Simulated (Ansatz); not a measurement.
GaN (rock salt, Fm-3m) under volume change, plane-wave PAW PBEsol (Ansatz code), scaled uniformly.

```
V (Å³/atom)  E − E(relaxed) (meV/atom)  P (GPa)
-----------  -------------------------  -------
8.548                             65.8    27.18
8.830                             27.5    16.58
9.111                              6.5     7.60
9.393                              0.0     0.00
9.675                              5.8    -6.41
9.957                             22.0   -11.84
10.239                            46.9   -16.40
```

Task: What does a third-order Birch–Murnaghan fit give for V₀, B₀ and B′?

Result: V₀ = 9.39 Å³/atom, B₀ = 232 GPa, B′ = 4.6.

This is a known high-pressure phase of the composition, computed here at zero pressure and temperature. The cell was relaxed with PBEsol under the symmetry of its start; whether a distortion lowers the energy is not shown.

Potentials: the earlier of the program's two PAW sets. The files were generated under PBE; for other functionals the program regenerates the frozen cores, and for LDA and PBEsol the local potential too.
